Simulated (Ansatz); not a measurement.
BN (zinc blende, space group No. 216), DFT-PBEsol in the program Ansatz with PAW potentials, all energies at zero smearing, with the estimated change up to a 700 eV cutoff added, with one set of potentials and settings (totals compare only within such a set). Cell of 2 atoms (1 B, 1 N): -533.845 eV.

```tsv
element	reference phase	E (eV/atom)
B	R-3m, 12 atoms in the cell	-152.6704
N	Pa-3, 8 atoms in the cell	-378.4910
```

Formation energy per atom, worked out: (-533.845 − 1×(-152.6704) − 1×(-378.4910))/2 = -1.342 eV/atom (-129 kJ per mol of atoms), at 0 K, without zero-point energy or fitted corrections.

Space group F-43m (zinc blende). The cell was relaxed with PBEsol under the symmetry of its start. The references are the lowest solids computed at this level, not always the standard phases (solids in place of the gases).

Potentials: the earlier of the program's two PAW sets. The files were generated under PBE; for other functionals the program regenerates the frozen cores, and for LDA and PBEsol the local potential too.
